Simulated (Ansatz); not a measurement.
# ZnSn: reading a single point

```
CELL_PARAMETERS angstrom
3.31962 0.00000 0.00000
-1.65981 2.87487 0.00000
-1.65981 0.95829 4.07919
ATOMIC_POSITIONS crystal
Sn 0.50000 0.50000 0.50000
Zn 0.00000 0.00000 0.00000
```

Level: PBEsol, no spin polarisation; 420 eV; 12×12×12 Γ-centred mesh; fermi-dirac occupations (width 0.1 eV); Ansatz 0.2.0, fixed geometry.

Q: Is it stable against the elements?

A: 0.15 eV an atom against the elements' usual phases (free molecules for gases, crystals otherwise, with no correction for O₂ or N₂), so at this geometry it isn't bound against them. Relaxing would lower it.

Q: Which element gives electrons and which takes them?

A: Bader charges in e: Zn -0.01, Sn +0.01. In the mean Sn gives up most and Zn takes most.

Q: What does the stress say?

A: The pressure is 5.8 GPa (compression positive), so with the atoms held at these fractions the cell would first expand. The principal stresses 3.0, 7.3, 7.3 GPa differ, so its shape would change too.

Q: What happens at the Fermi level?

A: It is a metal, with about 0.77 states/eV a cell as the mean within 0.25 eV of the Fermi level, mostly Sn p (58 %), Zn s (16 %) and Sn s (13 %).

Q: What do density and ELF say about some of the short contacts?

A: Sn–Zn at 2.80 Å: least valence density 0.25 e/Å³ and ELF 0.39 there. These are pseudo-fields; inside the PAW spheres they differ from the all-electron ones.

Origin: a known structure type with other elements, at an estimated volume, so it need not be a known compound.
